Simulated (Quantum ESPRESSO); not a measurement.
# Planted mistakes on one cell of Hf3NbO7N

These are calculations, not measurements. They come from pw.x of Quantum ESPRESSO 7.5, a plane-wave density functional program, with PseudoDojo standard norm-conserving files (v0.5 for PBE, v0.4.1 for LDA and PBEsol). The cells are made up: elements, strain and atom displacements were drawn at random, and nothing was relaxed. There is no spin polarisation, spin-orbit coupling or dispersion term.

The hafnium file is less sure than the others, with forces about 3 percent (worst 6) and pressure in oxides about 1.5 GPa (worst 2.7) from a second method in checks, which no rerun with the same files tests.

The cell has 12 sites of a fluorite lattice. Sites 1 to 4 hold Hf Hf Nb Hf; sites 5 to 12 hold O O O O N O O O. Cell vectors in Å: (5.088, 0.000, 0.000); (0.000, 5.088, 0.000); (0.000, 0.000, 5.088). Settings: PBE, cutoff 1143 eV, 4 x 4 x 4 k mesh shifted by half a step, Fermi-Dirac smearing of 0.025 eV.

The intended run has a self-consistency threshold of 1e-07 eV, a smearing term of 0.000 eV, a pressure of 0.51 GPa and 16 iterations. Each further run changes one thing: atoms of sites 8 and 9 exchanged; k mesh 1 x 1 x 1; one electron removed; smearing 0.51 eV; threshold 0.06 eV. A coarse mesh keeps the shift, and a charged cell sits in a uniform background.

```
run  change of free energy (eV)  smearing term -TS (eV)  change of P (GPa)  largest change of a force component (eV/Å)  iterations
  A                      -0.456                   0.000              -0.35                                       3.966          15
  B                     -12.832                  -0.019             -20.89                                       1.679          18
  C                      -0.647                  -1.738               1.81                                       0.915          15
  D                       0.006                   0.000               0.61                                       0.070           8
  E                      -2.410                   0.000               0.13                                       1.119          17
```

A rerun of the intended cell at 1467 eV and k mesh 6 x 6 x 6 moved values by no more than 0.002 eV in the cell's energy, 0.06 GPa in stress and 0.012 eV/Å in force.

Question: which change belongs to which run?

## Worked reading

Run D has the fewest iterations, as a run stopped early does. Run C has the largest smearing term, as wide smearing gives. Energies from files of another functional, or of a charged cell, have another zero and say nothing on stability; the pressure of a charged cell rests on the program's zero of potential too.

## Key

| run | change |
| --- | --- |
| A | atoms of sites 8 and 9 exchanged |
| B | one electron removed |
| C | smearing 0.51 eV |
| D | threshold 0.06 eV |
| E | k mesh 1 x 1 x 1 |